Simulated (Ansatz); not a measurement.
TiO2 (rutile)

```yaml
crystal:
  lattice:
    - [4.59673, 0.00000, 0.00000]
    - [0.00000, 4.59673, 0.00000]
    - [0.00000, 0.00000, 2.95369]
  atoms:
    - { symbol: Ti, position: [0.00000, 0.00000, 0.00000] }
    - { symbol: Ti, position: [0.50000, 0.50000, 0.50000] }
    - { symbol: O, position: [0.30461, 0.30461, 0.00000] }
    - { symbol: O, position: [0.80461, 0.19539, 0.50000] }
    - { symbol: O, position: [0.19539, 0.80461, 0.50000] }
    - { symbol: O, position: [0.69539, 0.69539, 0.00000] }
```

Equation-of-state scan: isotropic scaling of the cell above, V₀ being its volume. The atoms relax within the cell's symmetry.

The numbers are results of r2SCAN (plane waves to 500 eV, PAW, scalar-relativistic; Ansatz, a quantum-chemistry and plane-wave program), not measurements. k mesh 7×7×11 (Γ-centred), Fermi-Dirac smearing 0.05 eV. E stands for the smeared free energy. With the shape held, the modulus is that of even scaling; a crystal free to change shape is softer. TiO2 is run without spin polarisation. TiO2 was relaxed with its symmetry unable to fall. ΔE is measured from the relaxed starting cell.

| V (Å³/atom) | ΔE (meV/atom) |
|---|---|
| 8.738 | 272.9 |
| 9.015 | 179.3 |
| 9.292 | 108.7 |
| 9.570 | 58.0 |
| 9.847 | 24.5 |
| 10.124 | 5.8 |
| 10.402 | 0.0 |
| 10.679 | 5.3 |
| 10.957 | 20.1 |
| 11.234 | 43.1 |
| 11.511 | 73.1 |
| 11.789 | 109.0 |
| 12.066 | 150.0 |

Task: What is the fitted pressure derivative B₀′?

Result: 4.5.

Task: What bulk modulus at fixed cell shape B₀ follows from a third-order Birch-Murnaghan fit?

Result: 238 GPa. Check by three points about V = 10.402 Å³/atom, step 0.277: d²E/dV² ≈ (5.8 − 2·0.0 + 5.3) meV / 0.277² = 0.144 eV/Å⁶, and V·d²E/dV² × 160.2 = 240 GPa.

(A scan under strain: stresses follow from slopes of the energy per volume, elastic moduli from its curvatures.)
